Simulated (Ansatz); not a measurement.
A relaxed cell of Mg₃Al₃Pd₂ is given with its symmetry left out. The cell was found from a structure generator's guess, not taken from experiment.

Method: DFT PBE, scalar-relativistic, plane waves, PAW in Ansatz 0.2.0. Cutoff 420 eV, Γ-centred mesh, Gaussian smearing, no spin polarisation.

```
CELL_PARAMETERS angstrom
5.46961 0.00000 0.00000
0.00000 5.46961 0.00000
0.00000 0.00000 5.46961
ATOMIC_POSITIONS crystal
Mg 0.50000 0.00000 0.00000
Mg 0.00000 0.50000 0.00000
Mg 0.00000 0.00000 0.50000
Al 0.00000 0.50000 0.50000
Al 0.50000 0.00000 0.50000
Al 0.50000 0.50000 0.00000
Pd 0.00000 0.00000 0.00000
Pd 0.50000 0.50000 0.50000
```

Energies over the elements count from the elements' standard structures at the same level, with no fitted energy shifts.

Question: Find its symmetry and describe it.

Answer: Pm-3m (No. 221). Conventional cell: a = 5.470 Å. Mg has 2 Pd at 2.73 Å and 4 Al at 2.73 Å; around Al lie 2 Pd at 2.73 Å and 4 Mg at 2.73 Å; around Pd on its first site lie 6 Mg at 2.73 Å; Pd on its second site is surrounded by 6 Al at 2.73 Å.

Question: What is its formation energy per atom?

Answer: +0.17 eV/atom. It can't be a ground state, since the elements alone are lower.

Question: Is it a metal?

Answer: Yes, bands cross the Fermi level on the 8×8×8 mesh.

The last run used an 8×8×8 mesh for its 8-atom cell and Gaussian smearing of 0.10 eV. Symmetry constrained the relaxation, so the result can be a saddle point.
